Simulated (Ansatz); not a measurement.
Ansatz 0.2.0, settings compared: Sb2Br4O

Launch command:

```bash
ansatz run input.yaml --threads 1 --pin off --max-ram 2560MiB --backend cpu --events-out ev --progress --plain --runs-dir out
```

Input:

```yaml
crystal:
  lattice:
    - [0.0, 4.892878, 0.0]
    - [4.892878, 0.0, 0.0]
    - [2.446439, 2.446439, -8.581665]
  atoms:
    - { symbol: Br, position: [0.32751, 0.32751, 0.34498] }
    - { symbol: Br, position: [0.67249, 0.67249, 0.65502] }
    - { symbol: O, position: [0.5, 0.5, 0.0] }
    - { symbol: Sb, position: [0.1368, 0.1368, 0.7264] }
    - { symbol: Sb, position: [0.8632, 0.8632, 0.2736] }
    - { symbol: Br, position: [0.5, 0.0, 0.0] }
    - { symbol: Br, position: [0.0, 0.5, 0.0] }
  symmetry: { tolerance: 0.0003 }
kpoints:
  mp_grid: { grid: [4, 4, 4], shift: [0, 0, 0] }
magnetization:
  spin_polarized: false
scf:
  occupations: { method: cold, width: 0.2699 }
hamiltonian:
  pseudopotentials: { kind: paw }
  xc: pbe
basis:
  ecutwfc: 420
output:
  forces: true
  stress: true
  eigenvalues: true
  write_density: true
  write_potential: true
  elf: true
  volumetric_format: npy
```

Origin of the cell: a known structure type with other elements, at an estimated volume, so it need not be a known compound.

Output of this run (shortened):

```
SCF iter   1: F=—  HF=-24664.213190 eV  Δρ=1.82e-2  dr2=1.71e0
SCF iter   2: F=—  HF=-24664.183863 eV  S|Δr|=    0.00e0  Δρ=2.44e-2  dr2=2.51e0
SCF iter   3: F=—  HF=-24664.069927 eV  S|Δr|=    0.00e0  Δρ=2.41e-3  dr2=1.59e-2
SCF iter   4: F=—  HF=-24664.069991 eV  S|Δr|=    0.00e0  Δρ=3.77e-3  dr2=5.48e-2
SCF iter   5: F=—  HF=-24664.067370 eV  S|Δr|=    0.00e0  Δρ=5.57e-4  dr2=8.91e-4
SCF iter   6: F=—  HF=-24664.067336 eV  S|Δr|=    0.00e0  Δρ=2.81e-4  dr2=4.46e-4
SCF iter   7: F=—  HF=-24664.067318 eV  S|Δr|=    0.00e0  Δρ=1.89e-4  dr2=2.01e-4
SCF iter   8: F=—  HF=-24664.067311 eV  S|Δr|=    0.00e0  Δρ=6.35e-5  dr2=2.42e-5
SCF iter   9: F=—  HF=-24664.067353 eV  S|Δr|=    0.00e0  Δρ=8.94e-6  dr2=5.06e-7
SCF iter  10: F=-24664.067353 eV  HF=-24664.067353 eV  S|Δr|=    0.00e0  Δρ=2.94e-6  dr2=4.35e-8
SCF 1 converged in 10 iterations: F = -24664.067353 eV  dr2 = 4.35e-8
SCF converged after 10 iterations
Stability not checked: this state was not tested for a lower state beside it, because cold or Methfessel-Paxton smearing, or corrected tetrahedra, fill the levels in a way that the test cannot read (fill_not_monotonic; […]
Free energy (F): -24664.067353 eV
Harris-Foulkes:  -24664.067353 eV  (|F-HF|=3.96e-8)
Internal energy: -24664.007329 eV  (E = F + TS)
E sigma→0 (E₀):  -24664.047345 eV
Entropy (-TS):   -0.060023 eV (-8.575 meV/atom)
Fermi energy:    5.179130 eV
--- Per-component energies (eV) ---
  E_band       = -547.880438
  E_kinetic    = 1095.270115
  E_local      = -4962.389276  (includes V_loc(G=0)·N_el)
  E_nonlocal   = 1048.285317
  E_hartree    = 2007.133267
  E_xc         = -1394.131609
  E_vxc        = -682.005615  (∫ρ·V_xc dr)
  E_paw        = -18289.760941  (= ΣΔE_a)
  E_vpaw       = -1061.311583  (= ΣTr[D̂ρ^β])
  E_aug_tail   = 0.002189  (compensation charges beyond the density's cutoff)
  E_ewald      = -4168.416392
  E_smearing   = -0.060023  (= −TS)
  Σ components = -24664.067353   (vs F -24664.067353, Δ=0.00e0)
--- Forces (eV/Å), atoms counted from 1 ---
  atom   1  Br    -0.000000     0.000000    -0.859981
  atom   2  Br     0.000000     0.000000     0.859981
  atom   3  O      0.000000    -0.000000    -0.000000
  atom   4  Sb    -0.000000     0.000000     0.234364
  atom   5  Sb     0.000000     0.000000    -0.234364
  atom   6  Br    -0.000000    -0.000000    -0.000000
  atom   7  Br     0.000000    -0.000000    -0.000000
  max |Σ_I F_I| component: 0.0 eV/Å
--- Stress (GPa, compression-positive) ---
       -5.653005      -0.000000      -0.000000
       -0.000000      -5.653005      -0.000000
       -0.000000      -0.000000      -4.840965
  P = ⅓ Tr σ = -5.3823 GPa (-53.823 kbar)
```

The same input was run again with these changes:

1. `hamiltonian.xc` pbe → pbesol; `accuracy` default → high
2. `scf.initial_density.chi_scale` default → 0.0; `magnetization` { spin_polarized: false } → { spin_polarized: true } (starts: random); `scf.convergence.dr2_threshold` default → 1.0e-08; typed moments: Br1 0.5, Br2 4, O3 -4, Sb4 -1, Sb5 1, Br6 -0.5, Br7 -0.5
3. `scf.algorithm` default → direct_min; `scf.occupations.method` cold → gaussian; `scf.occupations.width` 0.2699 → 0.3
4. `scf.n_extra_bands` default → 8; `kpoints.mp_grid.grid` [4, 4, 4] → [6, 6, 6]

```csv
run,end,SCF iterations,P (GPa),max force component (eV/Å),moment (μB),ΔE(σ→0) (meV/atom)
base,converged,10,-5.38,0.860,–,0
1,converged,13,-7.79,0.769,–,–
2,converged,26,-5.35,0.854,0.30,-0.88
3,converged,7,-5.25,0.867,–,-0.58
4,converged,8,-5.49,0.796,–,-12.30
```

Energies are compared only where functional, datasets, charge and starting cell are the same.

Not properties of the system: run 3 (too coarse or loose: `scf.occupations.width` = 0.3).

Caveats of the base run: no spin, though holes on the anions or broken bonds may carry moments; no spin-orbit coupling, though heavy elements are present; the k mesh is coarse if the cell is a metal; wide smearing.

Run 2: a starting moment was lost; one start, so the magnetic state may not be the lowest.

The base run took 8.1 s on 1 thread of Arm Neoverse V1, with other jobs on the host, peak memory 0.43 GiB, from the program's own first density.
